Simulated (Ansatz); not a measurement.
ZrTa:
```
CELL_PARAMETERS angstrom
      3.39663     0.00000     0.00000
      0.00000     3.39663     0.00000
      0.00000     0.00000     3.39663
ATOMIC_POSITIONS crystal
  Ta 0.00000 0.00000 0.00000
  Zr 0.50000 0.50000 0.50000
```

Relaxed with PBEsol. Special points in fractions of this cell's reciprocal vectors: Γ (0.000, 0.000, 0.000); X (0.000, 0.500, 0.000); M (0.500, 0.500, 0.000); R (0.500, 0.500, 0.500).

Q: List the band energies nearest the Fermi level at these points for plane-wave PAW PBEsol with spin–orbit coupling (Ansatz code).

A: In eV from the Fermi level; about four levels below and three above (degenerate sets whole), none deeper than 8.9 eV; points with the same levels are listed once.

| k | below | above |
|---|---|---|
| Γ | -3.34 -3.34 -3.34 -3.34 | 0.84 0.84 0.84 0.84 |
| X | -1.04 -1.04 -0.29 -0.29 | 0.99 0.99 1.29 1.29 |
| M | -1.23 -1.23 -1.13 -1.13 | 1.52 1.52 2.10 2.10 |
| R | -0.66 -0.66 -0.66 -0.66 | 4.45 4.45 4.45 4.45 |

Space group Pm-3m (CsCl type). The start of the workflow was typed in or built on a structure type; neither database checked (COD, Materials Project) lists it. Its standing as an ambient phase is unchecked. Symmetry was held in the PBEsol relaxation; whether a distortion lowers the energy is not shown. No spin polarisation was allowed. Its formation energy is positive at this level, so the cell may be metastable or incomplete.

Potentials: the earlier of the program's two PAW sets. The files were generated under PBE; for other functionals the program regenerates the frozen cores, and for LDA and PBEsol the local potential too.
